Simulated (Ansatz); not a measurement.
# BaNa2V2CoO8, one structure, two calculations

Cell: a measured structure from the Crystallography Open Database (COD), its atoms then relaxed with PBE in this cell.

```
Na Ba V Co O
1.0
     5.54890    0.00000    0.00000
    -2.77445    4.80549    0.00000
     0.00000    0.00000    7.07410
Na Ba V Co O
2 1 2 1 8
Cartesian
  2.7745 1.6018 4.6786
  0.0000 3.2037 2.3955
  0.0000 0.0000 0.0000
  0.0000 3.2037 5.4351
  2.7745 1.6018 1.6390
  0.0000 0.0000 3.5370
  2.7745 1.6018 7.0089
  0.0000 3.2037 0.0652
  1.3869 0.8007 2.2795
  4.1620 0.8007 2.2795
  2.7745 3.2040 2.2795
  0.0000 1.6015 4.7946
  -1.3875 4.0047 4.7946
  1.3875 4.0047 4.7946
```

Atom numbers follow the list; atoms alike are taken as one site, whose name carries the number of the first.

First run. All values are calculated (Ansatz; DFT, PBE, plane waves and PAW, scalar-relativistic, collinear spin, 420 eV cutoff, Γ-centred 4×4×3 k-points, Fermi–Dirac smearing 0.02 eV), not measured. Start moments as typed (μB): 3 on each Co, none on the rest.

| site | atom | V_zz (10²¹ V/m²) | η | m (μB) |
| --- | --- | --- | --- | --- |
| Na | 1 | -0.52 | 0.00 | 0.00 |
| Ba | 3 | -17.11 | 0.00 | 0.00 |
| V | 4 | -3.09 | 0.00 | 0.03 |
| Co | 6 | -7.35 | 0.00 | 2.45 |
| O7 | 7 | 0.60 | 0.00 | 0.00 |
| O9 | 9 | 3.12 | 0.35 | 0.05 |
| O10 | 10 | 3.12 | 0.35 | 0.05 |

Second run. The same atoms and settings, except that a Hubbard term is added (U = 3.4 eV on Co d).

Question: What does the second run give?

Answer: 

```csv
site,atom,V_zz,η,change of V_zz,m (μB)
Na,1,-0.51,0.05,+0.01,0.00
Ba,3,-17.18,0.01,-0.07,0.00
V,4,-3.03,0.03,+0.06,0.05
Co,6,11.67,0.24,–,2.53
O7,7,0.62,0.21,+0.02,0.00
O9,9,2.90,0.26,-0.22,0.02
O10,10,2.89,0.10,-0.23,0.03
```

The largest change of V_zz along a kept axis is on O10, from 3.12 to 2.89. The whole tensor moves most on Co, by 10.38 along its most changed direction. In per cent, |V_zz| changes by 0 on Ba, -2 on V, -7 on O (all sites that start above 2, bar those whose gradient vanishes or changes sign or whose main axis turns by over 40°). Where |V_zz| stays above 0.1 and the axes keep their order, η moves most on O10, from 0.35 to 0.10. On Co the largest principal value lies along another axis in the second run, so the two V_zz can't be compared directly. The first run finds no gap above 0.1 eV, the second does.

With these PAW files V_zz is typically within 2 to 3 % of all-electron values, but misses above 10 % occur on Co. All moments are parallel here, as the start or the cell imposes; many such compounds order antiparallel, where fields and spin densities carried over to other atoms largely cancel. The magnetic order is the one that the run reached from its start moments, not necessarily the measured one.
For the first run: With no gap above 0.1 eV, as in a metal, the gradients converge slowly in k; expect changes of a tenth or more on a denser mesh. Without spin–orbit coupling (the program notes it for Ba) the gradients can shift somewhat, as the gap is small. Semilocal functionals can leave a metal where correlation in the d or f shell opens a gap in the real compound, and that would change the values at and beside Co and V.
For the second run: The largest force is 0.6 eV/Å, so the atoms aren't at the calculated equilibrium and relaxing them would move these values. The electronic state that the run reached has lower symmetry than the atoms (orbital or charge order), so like atoms can differ and cubic sites can carry a gradient. The program didn't check the stability of this electronic state in full, so a lower one may lie near. Without spin–orbit coupling (the program notes it for Ba) the gradients are little affected as a rule: paired runs on crystals with a gap mostly move them by under 2 % at such atoms.
